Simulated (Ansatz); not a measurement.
Here is the system:

Si:
Space group Fd-3m, origin choice 1 (No. 227); a = b = c = 5.4397 Å, α = β = γ = 90.00°

| atom | site | symmetry | x | y | z |
|---|---|---|---|---|---|
| Si | 8a | -43m | 0.0000 | 0.0000 | 0.0000 |
(The calculation used a cell of 2 atoms; values per cell refer to that cell.)

This is the HSE06-relaxed structure.

Question: All from HSE06 in the plane-wave PAW code Ansatz, unless another level is named. Estimate the smallest direct gap on the standard path.

Answer: 3.31 eV.

Question: What about the band gap?

Answer: 1.14 eV (indirect).

Question: What about the conduction-band minimum?

Answer: on the Γ–X line, 84 % of the way from Γ (6 equivalent valleys).

Question: And the valence-band maximum?

Answer: at Γ.

The cell was relaxed with HSE06 under the symmetry of its start. The hybrid was solved on a coarse mesh, the path and, where they were found, the r²SCAN edge points; its band edges are the extreme levels among these.

Potentials: the earlier of the program's two PAW sets.
